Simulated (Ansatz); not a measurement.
A plane-wave DFT run in Ansatz 0.2.0 (scalar-relativistic PAW potentials unless the input names others): input and command.

```yaml
crystal:
  lattice:
    - [8.8981064851, 0.0, 0.0]
    - [-4.4490532425, 7.7059862617, 0.0]
    - [0.0, 0.0, 6.032865058]
  atoms:
    - { symbol: Rb, position: [0.5, 0.0, 0.0] }
    - { symbol: Rb, position: [0.5, 0.5, 0.0] }
    - { symbol: Rb, position: [0.0, 0.5, 0.0] }
    - { symbol: Mg, position: [0.0, 0.0, 0.0] }
    - { symbol: Mg, position: [0.3333333333, 0.6666666667, 0.5] }
    - { symbol: Mg, position: [0.6666666667, 0.3333333333, 0.5] }
basis:
  ecutwfc: "520 ev"
kpoints:
  mp_grid: { grid: [6, 6, 8] }
hamiltonian:
  xc: pbe
scf:
  occupations: { method: gaussian, width: 0.1 }
  max_iter: 80
output:
  forces: true
  eigenvalues: true
  stress: true
```

```bash
ansatz run input.yaml --threads 1 --pin off --max-ram 2560MiB --backend cpu --events-out ev --progress --plain --runs-dir out
```

Will this input run?

The program refuses it, because of a cutoff in the wrong unit (basis.ecutwfc: 420 → "520 ev"). With the sound run's settings it is accepted.

Abridged log:
```
Error: YAML parse error: error: line 14 column 12: unknown unit factor `ev` — a unit is read by its exact case: `eV` is a unit here, `ev` is not
  --> <input>:14:12
   |
12 |     - { symbol: Mg, position: [0.6666666667, 0.3333333333, 0.5] }
13 | basis:
14 |   ecutwfc: "520 ev"
   |            ^ unknown unit factor `ev` — a unit is read by its exact case: `eV` is a unit here, `ev` is not
15 | kpoints:
16 |   mp_grid: { grid: [6, 6, 8] }
   |
```